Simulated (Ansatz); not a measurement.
Ag (simple cubic, Pm-3m) at seven volumes, PBE in the plane-wave PAW code Ansatz, scaled uniformly. One row is withheld.

```tsv
V (Å³/atom)	P (GPa)
18.938	8.29
19.562	4.96
20.187	2.23
20.811	0.00
21.435	-1.81
22.060	?
22.684	-4.49
```

**Question.** Fit the shown pressures and predict the withheld one.

**Answer.** P = (3/2)B₀(x^(7/2) − x^(5/2))[1 + (3/4)(B′ − 4)(x − 1)] with x = (V₀/V)^(2/3). Least squares on the six rows gives V₀ = 20.812 Å³/atom, B₀ = 66.9 GPa, B′ = 5.78. At V = 22.060, x = 0.9619 and P = -3.29 GPa. The run itself gave -3.29 GPa.

A made-up cell: these elements were put on the sites of a structure type; neither database checked (COD, Materials Project) lists it. It is not the phase usual at ambient conditions (space group No. 225). The cell was relaxed with PBE under the symmetry of its start; whether a distortion lowers the energy is not shown. No spin polarisation was allowed.

Potentials: the earlier of the program's two PAW sets.
